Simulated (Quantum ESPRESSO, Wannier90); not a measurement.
# Tight-binding from DFT: SnO (Pmn2₁)

```
SnO
1.0
    3.35500     0.00000     0.00000
    0.00000     5.67410     0.00000
    0.00000     0.00000     4.22197
Sn O
2 2
Direct
  0.00000   0.23191   0.51314
  0.50000   0.76809   0.01314
  0.00000   0.89125   0.73686
  0.50000   0.10875   0.23686
```

Materials Project entry mp-545552; symmetrised, unrelaxed at this level. Not found in the COD (Crystallography Open Database) copy used, which has the formula in other groups; not checked further. Method: PBEsol plane waves in Quantum ESPRESSO 7.5 (PseudoDojo norm-conserving files, 68 Ry, no spin polarisation, no spin-orbit coupling), Bloch states on a 4×6×4 mesh through Γ, Wannier90 4.0.1. Density: 10×6×8 mesh, cold smearing 0.01 Ry. The cell is built of weakly bound layers, chains or molecules, whose nearest atoms lie 3.86 Å apart. Database cells relaxed without dispersion often hold them too far apart, which can enlarge gaps and weakens couplings between them; spacing and stacking were not compared with the measured crystal. Spin-orbit coupling is left out although heavy elements are present.

The lattice is scaled uniformly with fixed fractional positions (axis ratios and free coordinates are held, so this isn't the response to pressure), and at each scale an atom-like model (Sn sp, O sp; disentangled, num_iter = 0) is made. Listed is the largest hopping of each kind of orbital pair shown, with the distance of the two functions' centres at scale 1; the mesh was not varied.

```csv
scale,gap (eV),"modulus of t, O4 py–Sn2 s at 2.14 Å (eV)","modulus of t, O3 py–Sn1 py at 2.39 Å (eV)"
0.970,1.174,2.077,1.833
0.985,1.236,2.007,1.771
1.000,1.293,1.940,1.711
1.015,1.346,1.874,1.654
1.030,1.396,1.809,1.596
```

With |t| ∝ d^(−η), find η for each hopping from the ends of the series, and the volume deformation potential of the gap at scale 1.


- O4 py–Sn2 s at 2.14 Å: η = −ln(1.809/2.077)/ln(1.030/0.970) = 2.3
- O3 py–Sn1 py at 2.39 Å: η = −ln(1.596/1.833)/ln(1.030/0.970) = 2.3
Harrison's rules would take η = 2.0, 2.0 for these pairs; they describe atomic orbitals, while these are orthogonalised and change shape with the volume.
Volume deformation potential of the gap: dE_g/d ln V = (1.346 − 1.236)/(3 ln(1.015/0.985)) = 1.2 eV.
